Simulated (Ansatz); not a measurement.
Cs₂TlGaF₆:
```
Cs2TlGaF6
1.0
    0.00000     4.56409     4.56409
    4.56409     0.00000     4.56409
    4.56409     4.56409     0.00000
Cs Tl Ga F
2 1 1 6
Cartesian
  2.28204   2.28204   2.28204
  6.84613   6.84613   6.84613
  0.00000   0.00000   0.00000
  4.56409   4.56409   4.56409
  6.47640   4.56409   4.56409
  2.65178   4.56409   4.56409
  4.56409   6.47640   4.56409
  4.56409   2.65178   4.56409
  4.56409   4.56409   6.47640
  4.56409   4.56409   2.65178
```

Relaxed with PBEsol.

Q: Give the Bader charges and basin volumes of the independent atoms, plane-wave PAW PBEsol (Ansatz code).

A: 

```json
[
 {"atom": "Cs1", "Bader charge (e)": "+0.90", "Bader volume (Å³)": "33.9"},
 {"atom": "Tl3", "Bader charge (e)": "+0.86", "Bader volume (Å³)": "26.0"},
 {"atom": "Ga4", "Bader charge (e)": "+2.07", "Bader volume (Å³)": "6.8"},
 {"atom": "F5", "Bader charge (e)": "-0.79", "Bader volume (Å³)": "14.9"}
]
```

Space group Fm-3m. The first step of the workflow began from a Materials Project structure, measured or hypothetical; the Crystallography Open Database copy checked does not list it. Whether it is the stable phase at ambient conditions was not checked. The cell was relaxed with PBEsol under the symmetry of its start; whether a distortion lowers the energy is not shown. Scalar-relativistic: spin–orbit coupling is off unless named, which matters more the heavier the elements.

Potentials: the later of the program's two PAW sets.
